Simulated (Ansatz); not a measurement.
Vibrational response of Ti3Al3Cu2

Level of theory: DFT PBE, scalar-relativistic, plane waves, PAW in Ansatz. Cutoff 420 eV, 12×12×2 k-points (Γ-centred), Gaussian smearing of 0.10 eV. Collinear spin, site moments 0.6, 0.0, 0.0, 0.0, 0.0, 0.0, 0.0, 0.0 μB. Phonons by linear response, acoustic sum rule imposed.

Equilibrium structure at this level:
```yaml
crystal:
  lattice:
    - [2.86160, 0.00000, 0.00000]
    - [0.00000, 2.86160, 0.00000]
    - [0.00000, 0.00000, 14.69311]
  atoms:
    - { symbol: Ti, position: [0.00000, 0.00000, 0.50000] }
    - { symbol: Ti, position: [0.50000, 0.50000, 0.86474] }
    - { symbol: Ti, position: [0.50000, 0.50000, 0.13526] }
    - { symbol: Al, position: [0.00000, 0.00000, 0.27033] }
    - { symbol: Al, position: [0.00000, 0.00000, 0.72967] }
    - { symbol: Al, position: [0.00000, 0.00000, 0.00000] }
    - { symbol: Cu, position: [0.50000, 0.50000, 0.62267] }
    - { symbol: Cu, position: [0.50000, 0.50000, 0.37733] }
```

The structure comes from a proposed guess, relaxed at this level; another structure or a mixture of phases may lie lower. In a metal, frequencies depend on the k mesh and the smearing, soft modes most.

(1) Is this structure stable against zone-centre distortions?

(2) List the optical modes at Γ (i marks imaginary ones).

## Answers

(1) Yes, at Γ: no optical mode is imaginary. Strains and other wave vectors aren't tested by this run.

(2)
```tsv
frequency (cm⁻¹)	degeneracy
99	2
101	2
120	1
125	1
163	2
179	1
192	2
230	1
230	2
252	2
267	2
278	1
284	1
309	1
```
